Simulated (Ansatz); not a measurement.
# YbOs₃ (AuCu3-type structure)

Computed with Ansatz (plane waves, PAW, 420 eV cutoff): PBEsol, scalar-relativistic, no spin polarisation, Γ-centred 8×8×8 mesh, 0.05 eV Gaussian smearing; PAW files: Ansatz's generated set soft_2.

```xyz
4
Lattice="3.9629 0.0000 0.0000 0.0000 3.9629 0.0000 0.0000 0.0000 3.9629" Properties=species:S:1:pos:R:3 pbc="T T T"
Yb    0.0000    0.0000    0.0000
Os    0.0000    1.9815    1.9815
Os    1.9815    1.9815    0.0000
Os    1.9815    0.0000    1.9815
```

The cell came from substitution into a structure type; whether the compound takes it is for experiment to say.

The cell is relaxed to zero pressure at this level.

The cell has space group Pm-3m (read at 0.01 Å). In it the stress is -0.01, -0.01, -0.01, 0.00, 0.00, 0.00 GPa and the largest force component 0.000 eV/Å. Each change below starts from this cell, without further relaxation. Stress is in GPa, positive in compression, in the order xx, yy, zz, yz, xz, xy; energies are counted from the cell above and are free energies with the smearing's entropy, which match forces and stress in a metal.

Question: What happens when atom 4 (Os) is moved by 0.12 Å along z?

Answer: The energy changes by 67.3 meV per cell, and the force on it along the shift is -1.105 eV/Å (−F/u = 9.21 eV/Å²). Stress: 1.23, 0.72, 0.46, 0.00, 0.00, 0.00.
| atom | Fx (eV/Å) | Fy | Fz |
| --- | --- | --- | --- |
| Yb1 | 0.000 | 0.000 | 1.117 |
| Os2 | 0.000 | 0.000 | -0.267 |
| Os3 | 0.000 | 0.000 | 0.255 |
| Os4 | 0.000 | 0.000 | -1.105 |
In a harmonic crystal the energy would rise by −½F·u = ½ × 9.21 × 0.12² eV = 66.3 meV, which matches.

Question: What stress follows from an engineering strain of 1 % in xz, atoms carried along?

Answer: 0.03, -0.01, 0.03, 0.00, -1.15, 0.00 GPa; the energy changes by 2.2 meV per cell.
The change of the stress over the strain gives a clamped-atom stiffness of about 115 GPa for this component.
In a harmonic crystal the energy would rise by V(½Cε² − σ₀ε), with σ₀ the stress of the unstrained cell, = 2.2 meV, which matches.

Without a U the 4f levels of Yb lie too near the Fermi level, so their share of the states there, and what hangs on it, is overstated. These numbers lack spin–orbit coupling. Spin polarisation wasn't allowed in this run, so with an open shell this may not be the ground state.
